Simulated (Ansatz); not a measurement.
**Convergence test, NaLi3**

Method: DFT PBEsol, scalar-relativistic, plane waves, PAW (Ansatz).

```
Na Li
1.0
    -2.31583    2.31583    4.64816
     2.31583   -2.31583    4.64816
     2.31583    2.31583   -4.64816
Na Li
1 3
Direct
  0.00000 0.00000 0.00000
  0.75000 0.25000 0.50000
  0.25000 0.75000 0.50000
  0.50000 0.50000 0.00000
```

```
Γ-centred k-mesh               : 12×12×12
occupation rule                : Gaussian smearing, 0.1 eV
spin treatment                 : unpolarised
valence charge of the PAW sets : Na 9, Li 3
```

The atoms are held and the plane-wave cutoff is swept. Energies are extrapolated to zero smearing and count from the reference run, 500 eV. The cell isn't necessarily relaxed at this level. Pressure is positive in compression and holds a correction for the finite cutoff (Pulay stress).

(1) Tried: 250, 300, 350, 420, 500 eV. From which plane-wave cutoff on does the energy per atom stay within 100, 10 and 1 meV of the reference?

Results:

(1) 300 for 100 meV, 350 for 10 meV, 350 for 1 meV. The reference itself isn't shown to be converged.

```csv
cutoff (eV),ΔE (meV/atom),P (GPa),plane waves at Γ
250,126,-0.31,899
300,13.1,-0.31,1145
350,0.86,-0.31,1475
420,0.15,-0.31,1975
500,0.00,-0.31,2541
```